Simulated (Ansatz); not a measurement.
Relaxed-ion elastic tensor of Tc (fcc (Cu type), Fm-3m) in GPa (Voigt order), DFT-LDA in the program Ansatz with PAW potentials; density 11.75 g/cm³, 13.84 Å³ per atom.

```
497  263  263  0.0  0.0  0.0
263  497  263  0.0  0.0  0.0
263  263  497  0.0  0.0  0.0
0.0  0.0  0.0  197  0.0  0.0
0.0  0.0  0.0  0.0  197  0.0
0.0  0.0  0.0  0.0  0.0  197
```

Problem. Is the crystal mechanically stable?

Solution. Yes: the smallest eigenvalue of C is 197 GPa.

Problem. Work out the Voigt, Reuss and Hill averages.

Solution. K_V = 341, K_R = 341, K_H = 341; G_V = 165, G_R = 155, G_H = 160 GPa.

Problem. Give Young's modulus, Poisson's ratio, Pugh's ratio and the universal anisotropy index.

Solution. E = 9KG/(3K + G) = 415 GPa; ν = 0.30; K/G = 2.13 (ductile by the Pugh limit of 1.75); A_U = 5G_V/G_R + K_V/K_R − 6 = 0.33.

Problem. Estimate the sound speeds and the Debye temperature.

Solution. v_l = √((K + 4G/3)/ρ) = 6870 m/s, v_t = √(G/ρ) = 3690 m/s, mean 4120 m/s; Θ = (h/k)(3n/4πV)^(1/3) v_m = 511 K.

Problem. Give the Zener ratio and Young's modulus along [100], [110] and [111].

Solution. A = 2C44/(C11 − C12) = 1.69; 1/E = S11 − 2(S11 − S12 − S44/2)Γ with Γ = 0, 1/4, 1/3 gives 315, 434, 496 GPa.

Problem. Solve the Christoffel equation for the three sound speeds along [100], [110], [111].

Solution. Eigenvalues of C_ijkl n_j n_l equal ρv². In km/s, slowest first: [100] 4.10, 4.10, 6.50; [110] 3.16, 4.10, 7.01; [111] 3.50, 3.50, 7.17.

The workflow started from an entry of the Crystallography Open Database (COD), which files this formula under 2 space groups. It is not the phase usual at ambient conditions (space group No. 194). Symmetry was held in the LDA relaxation; whether a distortion lowers the energy is not shown. The run is not spin-polarised. As this level gives no gap, shear constants depend on the k-mesh and smearing (Fermi–Dirac, 0.1 eV here).

Potentials: the later of the program's two PAW sets.
